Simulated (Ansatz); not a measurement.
Here is the system:

HfCl₄:
```
HfCl4
1.0
    6.12464     0.00000     0.00000
    0.00000     7.13497     0.00000
   -1.97044     0.00000     5.70985
Hf Cl
2 8
Direct
  0.50000   0.66630   0.75000
  0.50000   0.33370   0.25000
  0.26684   0.38937   0.50448
  0.73316   0.61063   0.49552
  0.73316   0.38937   0.99552
  0.26684   0.61063   0.00448
  0.23901   0.12950   0.01236
  0.76099   0.87050   0.98764
  0.76099   0.12950   0.48764
  0.23901   0.87050   0.51236
```

This is the LDA-relaxed structure.

Problem. All from plane-wave PAW LDA (Ansatz code), unless another level is named. Give the electron effective mass.

Solution. 1.1, 3.4, 3.4 mₑ (principal values).

Problem. What about the formation energy from the elements (no fitted shifts)?

Solution. -1.78 eV/atom.

Problem. Next, the smallest direct gap on the standard path?

Solution. 3.71 eV.

Problem. What about the valence-band maximum?

Solution. at Γ.

Space group P2/c. The workflow started from a Materials Project entry (that database holds measured and hypothetical structures alike); the Crystallography Open Database files this formula in space group No. 13, but the cells were not matched. Its standing as an ambient phase is unchecked. Symmetry was held in the LDA relaxation; whether a distortion lowers the energy is not shown. The run is not spin-polarised. A crystal of weakly bound chains computed without a dispersion correction: the cell and the soft elastic constants depend strongly on that. The references are the lowest solids computed at this level, not always the standard phases (solids in place of the gases). Spin–orbit coupling is left out wherever it is not named.

Potentials: the earlier of the program's two PAW sets. The files were generated under PBE; for other functionals the program regenerates the frozen cores, and for LDA and PBEsol the local potential too.
